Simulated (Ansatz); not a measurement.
Mn3Si (Fm-3m); field of 200 T on the spins.

```
Mn Si
1.0
     0.00000    2.86100    2.86100
     2.86100    0.00000    2.86100
     2.86100    2.86100    0.00000
Mn Si
3 1
Cartesian
  2.8610 2.8610 2.8610
  1.4305 1.4305 1.4305
  4.2915 4.2915 4.2915
  0.0000 0.0000 0.0000
```

Geometry: a structure as deposited in COD; nothing is relaxed.

Functional, mesh and filling: LDA, 10×10×10 k mesh, Fermi–Dirac smearing of 0.05 eV. LAPW is all-electron LAPW in Ansatz 0.2.0. Site moments are integrated in spheres about the atoms. Start moments (μB): Mn1 2.4, Mn2 -0.7, Mn3 -0.7.

Iteration by iteration:

```tsv
iteration	Harris–Foulkes energy less the last (meV)	density residual (eV)	M (μB)	∫|m| (μB)
1	-388.586	5.7e-01	1.0244	3.2851
2	-926.419	5.3e+00	0.9549	3.1177
3	-233.380	1.4e+00	1.0242	3.1971
4	-9.144	1.2e-01	1.1497	3.4303
5	24.752	1.8e-02	1.1281	3.4834
6	1.137	2.6e-02	1.1724	3.6107
7	2.519	6.9e-04	1.1388	3.7098
8	0.930	4.0e-03	1.1080	3.7740
9	0.944	6.6e-05	1.1002	3.8293
10	0.794	3.0e-05	1.0979	3.8418
11	-0.518	5.3e-03	1.0818	3.8784
12	0.592	4.5e-05	1.0936	3.8607
13	0.163	2.9e-05	1.0826	3.9147
14	0.015	8.8e-06	1.0707	3.9780
15	-0.018	5.5e-05	1.0702	3.9751
16	0.000	1.3e-06	1.0706	3.9759
17	0.000	2.8e-07	1.0700	3.9791
18	0.000	1.1e-07	1.0700	3.9787
19	0.000	1.7e-07	1.0700	3.9786
20	0.000	5.2e-10	1.0700	3.9787
21	0.000	2.6e-11	1.0700	3.9787
22	0.000	8.1e-11	1.0700	3.9787
23	0.000	2.1e-12	1.0700	3.9787
```

Site moments (μB): Mn1 2.42, Mn2 -0.71, Mn3 -0.71, Si4 0.03. Cell moment 1.07 μB.

This cell lies far from its zero-pressure volume, so the numbers describe the cell as given rather than the relaxed compound. The Ansatz runs typed with the search for lower states off end where their start leads. None of this fixes the real material's magnetic order: only patterns that fit the cell were computed, at zero temperature, with a functional that can overstate moments.
